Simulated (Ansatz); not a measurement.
How the vibrations of ZnS change with volume

Level of theory: DFT LDA, scalar-relativistic, plane waves, PAW in Ansatz. Settings: 420 eV plane-wave cutoff, Γ-centred 10×10×10 mesh, fixed occupations. No spin polarisation. Phonons by linear response, acoustic sum rule imposed.

The cell, relaxed at this level:
```xyz
2
Lattice="0.0000 2.6483 2.6483 2.6483 0.0000 2.6483 2.6483 2.6483 0.0000" Properties=species:S:1:pos:R:3 pbc="T T T"
Zn    0.0000    0.0000    0.0000
S     3.9725    3.9725    3.9725
```

Cells at 0.98 and 1.02 times the equilibrium volume were relaxed in shape and atoms; γ = −d ln ν / d ln V, modes matched by rank.

**Question.** Give the optical frequencies at Γ without the LO field (cm⁻¹) at the three volumes and the mode Grüneisen parameters.

**Answer.**
```json
{"0.98 V": "301", "V": "291", "1.02 V": "281", "γ": "1.73", "degeneracy": "3"}
```

**Question.** What pressures hold the two strained cells, and what bulk modulus follows?

**Answer.** 1.83 GPa at 0.98 V and -1.64 GPa at 1.02 V, so B = −dP/d ln V ≈ 87 GPa.

**Question.** How does the gap respond?

**Answer.** It is 2.22, 2.13 and 2.04 eV at 0.98, 1 and 1.02 V: dE_g/d ln V = -4.5 eV.

**Question.** And the dielectric constants (a third of the trace)?

**Answer.** ε∞: 6.18, 6.18, 6.19; ε0: 8.6, 8.8, 9.0, in order of rising volume.